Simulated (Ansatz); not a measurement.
# A vibration from a frozen displacement in Sn₃Bi

Theory: Ansatz 0.2.0, DFT PBEsol, scalar-relativistic, plane waves, PAW. The runs took a 420 eV cutoff, a Γ-centred 12×12×12 mesh and Gaussian smearing (0.15 eV). Spin–orbit coupling is left out, which matters for the heavy elements here. No spin polarisation. Energies are free energies at this smearing, counted from the undisturbed cell; pressure is positive in compression.

The starting cell (relaxed at this level; with this scan's settings it stands at -0.2 GPa; it needn't be the usual structure):

```
Sn Bi
1.0
     0.00000    3.79724    3.79724
     3.79724    0.00000    3.79724
     3.79724    3.79724    0.00000
Sn Bi
3 1
Direct
  0.00000 0.00000 0.00000
  0.25000 0.25000 0.25000
  0.75000 0.75000 0.75000
  0.50000 0.50000 0.50000
```

Atom 1 (Sn) is moved by x along the Cartesian unit vector (0.000, 0.000, -1.000); the cell and all other atoms stay fixed. The cell's volume is 109.50 Å³; the moved atoms weigh 118.710 u together and the others 446.400 u.

| x (Å) | ΔE (meV/cell) | total force on the moved atoms along the move (eV/Å) | pressure (GPa) |
| --- | --- | --- | --- |
| -0.1000 | 8.91 | 0.1796 | -0.1028 |
| -0.0333 | 0.98 | 0.0589 | -0.1772 |
| 0.0000 | 0.00 | 0.0000 | -0.1864 |
| 0.0667 | 3.94 | -0.1187 | -0.1493 |

Question: What frequency belongs to this motion?

Answer: The force constant is k = −dF/dx = 1.772 eV/Å², from the parabola through x = -0.0333, 0 and 0.0667. In every cell the moved atoms swing against the rest, so the mass is μ = m₁m₂/(m₁ + m₂) = 93.773 u, and ν̃ = 521.5 cm⁻¹ × √(|k|/μ) = 72 cm⁻¹. The pattern needn't be a normal mode: ν̃² is then a weighted mean of the squared nonzero frequencies at the zone centre of this cell, so it lies between the lowest and the highest of them.

Question: How far does the harmonic law reach?

Answer: At x = -0.100 Å, kx²/2 = 8.86 meV against the computed 8.91 meV (+0.5 %): the well is still close to harmonic there.

In a metal these slopes depend on the k mesh and the smearing.

Cost: 4 runs of about 6.2 core-minutes in all, on Arm Neoverse N1 (shared hosts).